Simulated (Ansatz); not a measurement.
## What a change of settings does to a run on HfGeTe

The cell is the one relaxed in the Materials Project (mp-13964), not relaxed further here; entries there can be hypothetical.

First run: DFT, r2SCAN, PAW with Ansatz's default frozen-core files, scalar-relativistic (Ansatz 0.2.0).

Command: `ansatz run input.yaml --threads 2 --pin off --max-ram 6144MiB --backend cpu --events-out ev --progress --plain --runs-dir out` The run took 92 s on 2 threads of Arm Neoverse V1, on a shared host, peak memory 1.3 GiB.

```yaml
crystal:
  lattice:
    - [3.73304962, 0.0, 0.0]
    - [0.0, 3.73304962, 0.0]
    - [0.0, 0.0, 10.14498211]
  atoms:
    - { symbol: Hf, position: [0.0, 0.5, 0.79158909] }
    - { symbol: Hf, position: [0.5, 0.0, 0.20841091] }
    - { symbol: Ge, position: [0.0, 0.0, 0.0] }
    - { symbol: Ge, position: [0.5, 0.5, 0.0] }
    - { symbol: Te, position: [0.5, 0.0, 0.6602042] }
    - { symbol: Te, position: [0.0, 0.5, 0.3397958] }
kpoints:
  mp_grid: { grid: [9, 9, 4] }
  band_path:
    path:
      - [0.0, 0.0, 0.0]
      - [0.0, 0.5, 0.0]
      - [0.5, 0.5, 0.0]
      - [0.0, 0.0, 0.0]
      - [0.0, 0.0, 0.5]
      - [0.0, 0.5, 0.5]
      - [0.5, 0.5, 0.5]
      - [0.0, 0.0, 0.5]
      - [0.0, 0.5, 0.0]
    npoints: 14
scf:
  occupations: { method: fermi_dirac, width: 0.05 }
hamiltonian:
  xc: r2scan
  pseudopotentials: { kind: paw }
output:
  forces: true
  stress: true
  eigenvalues: true
  efg: { contact_densities: true }
  populations: true
  bader: true
  dos: { projected: true, de: 0.2, e_range: [-14, 8] }
  write_density: true
  write_potential: true
  elf: true
  volumetric_format: npy
```

Result: converged; pressure 0.34 GPa; largest force 0.084 eV/Å; no gap on the k mesh; 7 SCF iterations.

No spin–orbit coupling, which matters for the heavy atoms here.

A second run of a changed input logged this at its end:

```
Error: YAML parse error: error: line 29 column 3: unknown field `conv_thr`, expected one of max_iter, algorithm, n_extra_bands, self_checks, convergence, lower_state_search, omitted_lower_state_checks, lower_solution_reach, mixing, occupations, eigensolver, initial_density, exx
  --> <input>:29:3
   |
27 | scf:
28 |   occupations: { method: fermi_dirac, width: 0.05 }
29 |   conv_thr: 400
   |   ^ unknown field `conv_thr`, expected one of max_iter, algorithm, n_extra_bands, self_checks, convergence, lower_state_search, omitted_lower_state_checks, lower_solution_reach, mixing, occupations, eigensolver, initial_density, exx
30 |   max_iter: 100
31 | hamiltonian:
   |
```

What was wrong with the input?

A keyword of another program, by this change (others could give a like log):
```diff
@@ -27,4 +27,6 @@
 scf:
   occupations: { method: fermi_dirac, width: 0.05 }
+  conv_thr: 400
+  max_iter: 100
 hamiltonian:
   xc: r2scan
@@ -36,9 +38,3 @@
   efg: { contact_densities: true }
   populations: true
-  bader: true
-  dos: { projected: true, de: 0.2, e_range: [-14, 8] }
-  write_density: true
-  write_potential: true
-  elf: true
-  volumetric_format: npy
```
